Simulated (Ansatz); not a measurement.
# Ti$_{2}$O: work and stress of cleavage

Method: Ansatz 0.2.0, DFT r2SCAN, scalar-relativistic, plane waves, PAW. The runs took a 500 eV cutoff, a Γ-centred 18×18×5 mesh and Gaussian smearing (0.15 eV). No spin polarisation. Energies are free energies at this smearing, counted from the undisturbed cell; pressure is positive in compression.

The undisturbed cell (relaxed at this level; it needn't be the usual structure):

```
Ti O
1.0
    -1.47572   -2.55602    0.00000
     1.47572   -2.55602    0.00000
     0.00000    0.00000    9.62801
Ti O
4 2
Direct
  0.33333 0.33333 0.88444
  0.33333 0.33333 0.38444
  0.66667 0.66667 0.11556
  0.66667 0.66667 0.61556
  0.00000 0.00000 0.25000
  0.00000 0.00000 0.75000
```

The cut lies on the cell's a–b face, a (0 0 1) plane (indices in the standard cell, whose axes needn't be the Cartesian ones shown) of area 7.54 Å², between layers 2.23 Å apart. Vector c is lengthened by d along the normal with the atoms' Cartesian places fixed: one unrelaxed cut a cell. The traction is positive where the two halves pull on each other.

```csv
d (Å),energy (J/m²),traction (GPa)
-0.30,0.96,-72.8
0.00,0.00,-0.1
0.25,0.39,27.5
0.50,1.23,37.2
1.00,3.09,34.5
1.50,4.56,24.2
2.00,5.52,14.5
3.00,6.30,3.3
6.00,6.52,0.0
```

**Question.** What are the work of separation and the cleavage stress, and do they fit the universal binding curve?

**Answer.** The energy levels off near W ≈ 6.52 J/m² (the traction is down to 0.0 GPa), the energy of the two unrelaxed faces, 3.26 J/m² each on average. The largest sampled traction is 37.2 GPa at d = 0.50 Å, and a parabola through it and its two neighbours peaks at σ_max ≈ 39.6 GPa, d ≈ 0.71 Å. The curve E = W[1 − (1 + d/ℓ)exp(−d/ℓ)] peaks in traction at d = ℓ with σ_max = W/(eℓ); with 1 J/m² per Å = 10 GPa this W and σ_max give ℓ = 0.61 Å. A parabola through that curve at the same three d peaks at 0.67 Å, against 0.71 Å here, a fair fit. Real crystals break at far lower stress, because cracks concentrate it, and on the plane of lowest W, which needn't be this one.

The cut is rigid; relaxing the faces lowers these energies and usually the stresses.

No gap shows at this level, though a semilocal functional can close a small gap that the real compound has; without a gap these slopes depend on the k mesh and the smearing.

Cost: 9 runs of about 8.1 core-minutes in all, on Oxide Virtual Turin-like Processor (Zen 5) (shared hosts).